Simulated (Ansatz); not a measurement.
Space group Pm-3m (No. 221). a = 3.528 Å, b = 3.528 Å, c = 3.528 Å, α = 90.00°, β = 90.00°, γ = 90.00°
```json
{"atom": "Ti", "site": "1a", "symmetry": "m-3m", "x": "0.0000", "y": "0.0000", "z": "0.0000"}
{"atom": "Co", "site": "3c", "symmetry": "4/mm.m", "x": "0.0000", "y": "0.5000", "z": "0.5000"}
```

Equation of state of this TiCo₃ structure (not necessarily the ground state), with shape and atoms relaxed at each volume where symmetry leaves them free. It has no gap at any of these volumes. Level of theory: Ansatz, DFT PBEsol, scalar-relativistic, plane waves, PAW.

Plane waves to 420 eV, a k mesh through Γ of 12×12×12 on the computed 4-atom cell and Gaussian smearing (0.10 eV); collinear spin.

| V (Å³/atom) | E − E(largest V) (meV/atom) | P (GPa) |
| --- | --- | --- |
| 9.664 | 99.36 | 40.18 |
| 9.993 | 30.35 | 27.46 |
| 10.323 | -14.57 | 16.69 |
| 10.652 | -39.31 | 7.65 |
| 10.982 | -46.92 | -0.02 |
| 11.311 | -39.94 | -6.43 |
| 11.641 | -30.40 | -7.85 |
| 12.080 | 0.00 | -14.12 |

**Question.** Does one Birch–Murnaghan curve describe these points?

**Answer.** Not well: the fit leaves 1.11 meV/atom rms, which suggests a change of structure or state along the series.

Cost: 8 runs of about 13 core-minutes in all, on Arm Neoverse V1 (shared hosts).